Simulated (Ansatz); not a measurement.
SrZrO3 (cubic perovskite)

```
SrZrO3
1.0
    4.12994     0.00000     0.00000
    0.00000     4.12994     0.00000
    0.00000     0.00000     4.12994
Sr Zr O
1 1 3
Cartesian
  2.06497   2.06497   2.06497
  0.00000   0.00000   0.00000
  0.00000   2.06497   0.00000
  2.06497   0.00000   0.00000
  0.00000   0.00000   2.06497
```

The slice is a {110} plane (indices of the conventional cell) through the point (0.000, 0.000, 0.000) (fractional), spanned by u = [100] and v = [011] in vectors of this cell: u (4.13 Å) and v (5.84 Å, at 90° to u). It covers one period; positions are fractions (u, v).

The numbers are results of PBEsol (plane waves to 420 eV, PAW, scalar-relativistic; Ansatz, an electronic-structure program), not measurements. k mesh 8×8×8. These are valence fields of a PAW run, semicore shells included where kept as valence: close to a nucleus they are smooth pseudo fields. SrZrO3 is run without spin polarisation. SrZrO3 was relaxed with its symmetry unable to fall. This is a high-temperature form of SrZrO3.

Three fields on this plane, each scaled to ten steps between its own extremes (0 low, 9 high; the total valence density on a logarithmic scale, the potential cut 8 eV below its top; x marks points blanked near nuclei; v = 0 in the bottom row):

Map A
```
|xxxx1xxxxxxxx1xxx|
|xxxx41xxxxxx14xxx|
|xxx9420xxxx0249xx|
|89863200000023689|
|44432100000012344|
|22221100000011222|
|00111100000011110|
|00000111001110000|
|0000001xxxx100000|
|000000xxxxxx00000|
|00000xxxxxxxx0000|
|00000xxxxxxxx0000|
|00000xxxxxxxx0000|
|000000xxxxxx00000|
|0000001xxxx100000|
|00000111001110000|
|00111100000011110|
|22221100000011222|
|44432100000012344|
|89863200000023689|
|xxx9420xxxx0249xx|
|xxxx41xxxxxx14xxx|
|xxxx1xxxxxxxx1xxx|
|xxxx0xxxxxxxx0xxx|
```

Map B
```
|xxxx9xxxxxxxx9xxx|
|xxxx88xxxxxx88xxx|
|xxx7668xxxx8667xx|
|98754456776544578|
|65433334444333345|
|44332233333322334|
|43322245555422233|
|33223468998643223|
|2222479xxxx974222|
|111359xxxxxx95311|
|00137xxxxxxxx7310|
|00137xxxxxxxx7310|
|00137xxxxxxxx7310|
|111359xxxxxx95311|
|2222479xxxx974222|
|33223468998643223|
|43322245555422233|
|44332233333322334|
|65433334444333345|
|98754456776544578|
|xxx7668xxxx8667xx|
|xxxx88xxxxxx88xxx|
|xxxx9xxxxxxxx9xxx|
|xxxx9xxxxxxxx9xxx|
```

Map C
```
|xxxx3xxxxxxxx3xxx|
|xxxx27xxxxxx72xxx|
|xxx0149xxxx9410xx|
|00000147997410000|
|00000012332100000|
|00000001111000000|
|00000000000000000|
|00000000000000000|
|0000000xxxx000000|
|000000xxxxxx00000|
|00000xxxxxxxx0000|
|00000xxxxxxxx0000|
|00000xxxxxxxx0000|
|000000xxxxxx00000|
|0000000xxxx000000|
|00000000000000000|
|00000000000000000|
|00000001111000000|
|00000012332100000|
|00000147997410000|
|xxx0149xxxx9410xx|
|xxxx27xxxxxx72xxx|
|xxxx3xxxxxxxx3xxx|
|xxxx3xxxxxxxx3xxx|
```

**Question.** Assign the maps to these fields: density of the lowest conduction band (whole band as if filled, smooth part); density of the highest valence band (whole band, smooth part); valence electron density.

**Answer.** A is the density of the lowest conduction band (whole band as if filled, smooth part); B is the valence electron density; C is the density of the highest valence band (whole band, smooth part).
